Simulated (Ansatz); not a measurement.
LaNi3Rh2: Hf on a La site

Computed with the plane-wave PAW code Ansatz (scalar-relativistic, PAW set soft_2): PBEsol, no spin polarisation, 420 eV cutoff, k-mesh 4×4×3 shifted by half a step.

The relaxed host crystal (no gap at this level of theory):

```
La Ni Rh
1.0
     2.62252   -4.31031    0.00000
     2.62252    4.31031    0.00000
     0.00000    0.00000    3.96723
La Ni Rh
1 3 2
Direct
  0.50000 0.50000 0.00000
  0.15600 0.84400 0.00000
  0.84400 0.15600 0.00000
  0.00000 0.00000 0.50000
  0.00000 0.50000 0.50000
  0.50000 0.00000 0.50000
```

Supercell of 24 atoms, rows of the matrix [[1,1,-1],[-1,-1,-1],[-1,1,0]] times the cell vectors; Hf on a La site at (0.500, 0.500, 0.000) in fractions of the cell above. Atoms are relaxed at the host's cell. The cell loses 1 of its 4 La, so this is a heavily doped crystal.

Distances from the Hf atom (Å), by shell of the perfect crystal:

```csv
shell,perfect crystal,"relaxed, charge 0"
6 Ni,2.95 (2.95 to 2.97),2.72 (2.67 to 2.74)
```

```tsv
charge	gap of the cell on the mesh (eV)
0	0.00
```

Formation energy of the neutral defect: 0.53 eV, taking atoms from and to the elements' standard states (no corrections for gases), so it belongs to those chemical potentials alone.

Caveats: a metal with Cr, Mn, Fe, Co or Ni was run without spin, and may be magnetic; small supercell, so energies and levels can be off by tenths of an eV; the atoms kept the symmetry of the start, so a distorted state could lie lower.
